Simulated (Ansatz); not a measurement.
Input and command of a plane-wave DFT calculation in Ansatz:

```yaml
crystal:
  lattice:
    - [3.2709028621, 0.0, 0.0]
    - [-1.635451431, 2.8326849719, 0.0]
    - [0.0, 0.0, 29.1847499586]
  atoms:
    - { symbol: W, position: [0.6666666667, 0.3333333333, 0.0] }
    - { symbol: W, position: [0.3333333333, 0.6666666667, 0.7734641533] }
    - { symbol: W, position: [0.3333333333, 0.6666666667, 0.2265358467] }
    - { symbol: Se, position: [0.3333333333, 0.6666666667, 0.0573689714] }
    - { symbol: Se, position: [0.6666666667, 0.3333333333, 0.830840301] }
    - { symbol: Se, position: [0.6666666667, 0.3333333333, 0.283834164] }
    - { symbol: Se, position: [0.3333333333, 0.6666666667, 0.9426310286] }
    - { symbol: Se, position: [0.6666666667, 0.3333333333, 0.716165836] }
    - { symbol: Se, position: [0.6666666667, 0.3333333333, 0.169159699] }
basis:
  ecutwfc: 420
kpoints:
  mp_grid: { grid: [12, 12, 1] }
  band_path:
    path:
      - [[0.0, 0.0, 0.0], [0.5, 0.0, 0.0], [0.33333333, 0.33333333, 0.0], [0.0, 0.0, 0.0], [0.0, 0.0, 0.5], [0.5, 0.0, 0.5], [0.33333333, 0.33333333, 0.5], [0.0, 0.0, 0.5]]
      - [[0.5, 0.0, 0.5], [0.5, 0.0, 0.0]]
      - [[0.33333333, 0.33333333, 0.5], [0.33333333, 0.33333333, 0.0]]
    npoints: 14
hamiltonian:
  xc: pbesol
scf:
  occupations: { method: gaussian, width: 0.02 }
  n_extra_bands: 22
output:
  forces: true
  stress: true
  eigenvalues: true
  populations: true
  dos: { projected: true, de: 0.02, nscf_kmesh: { grid: [18, 18, 2] } }
  bader: true
  write_density: true
  write_potential: true
  elf: true
  volumetric_format: npy
```

```bash
ansatz run input.yaml --threads 2 --pin off --max-ram 5120MiB --backend cpu --events-out ev --progress --plain --runs-dir out
```

Processor: Intel(R) Xeon(R) Platinum 8259CL CPU @ 2.50GHz (Skylake/Cascade Lake), 2 threads, on a host shared with other jobs.

Question: Estimate time, memory and problem size.

Answer: About 3.7 min on 2 threads of Intel(R) Xeon(R) Platinum 8259CL CPU @ 2.50GHz (Skylake/Cascade Lake), with other jobs on the host, peak memory 1.9 GiB. It solves 91 bands at 19 k points (the mesh reduced by symmetry) with about 5413 plane waves, in 9 SCF iterations.
